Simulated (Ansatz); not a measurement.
Relaxed-ion elastic tensor of MoIr₃ (Cu3Au type, space group No. 221) in GPa (Voigt order), plane-wave PAW r²SCAN (Ansatz code); density 19.36 g/cm³, 14.42 Å³ per atom.

```
598  242  242  0.0  0.0  0.0
242  598  242  0.0  0.0  0.0
242  242  598  0.0  0.0  0.0
0.0  0.0  0.0  265  0.0  0.0
0.0  0.0  0.0  0.0  265  0.0
0.0  0.0  0.0  0.0  0.0  265
```

### Question
Is the crystal mechanically stable?

### Answer
Yes: the smallest eigenvalue of C is 265 GPa.

### Question
Work out the Voigt, Reuss and Hill averages.

### Answer
K_V = 361, K_R = 361, K_H = 361; G_V = 230, G_R = 222, G_H = 226 GPa.

### Question
Give Young's modulus, Poisson's ratio, Pugh's ratio and the universal anisotropy index.

### Answer
E = 9KG/(3K + G) = 561 GPa; ν = 0.24; K/G = 1.59 (brittle by the Pugh limit of 1.75); A_U = 5G_V/G_R + K_V/K_R − 6 = 0.19.

### Question
Estimate the sound speeds and the Debye temperature.

### Answer
v_l = √((K + 4G/3)/ρ) = 5850 m/s, v_t = √(G/ρ) = 3420 m/s, mean 3790 m/s; Θ = (h/k)(3n/4πV)^(1/3) v_m = 464 K.

### Question
Give the Zener ratio and Young's modulus along [100], [110] and [111].

### Answer
A = 2C44/(C11 − C12) = 1.49; 1/E = S11 − 2(S11 − S12 − S44/2)Γ with Γ = 0, 1/4, 1/3 gives 459, 582, 639 GPa.

### Question
Solve the Christoffel equation for the three sound speeds along [100], [110], [111].

### Answer
Eigenvalues of C_ijkl n_j n_l equal ρv². In km/s, slowest first: [100] 3.70, 3.70, 5.56; [110] 3.03, 3.70, 5.95; [111] 3.27, 3.27, 6.07.

Space group Pm-3m (Cu3Au type). The cell is a constructed one: a structure type filled with these elements; neither database checked (COD, Materials Project) lists it. COD files the formula under space group No. 194. Whether it is the stable phase at ambient conditions was not checked. The cell was relaxed with r²SCAN under the symmetry of its start; whether a distortion lowers the energy is not shown. The run is not spin-polarised. As this level gives no gap, shear constants depend on the k-mesh and smearing (Fermi–Dirac, 0.1 eV here). Scalar-relativistic: spin–orbit coupling is off unless named, which matters more the heavier the elements.

Potentials: the earlier of the program's two PAW sets.
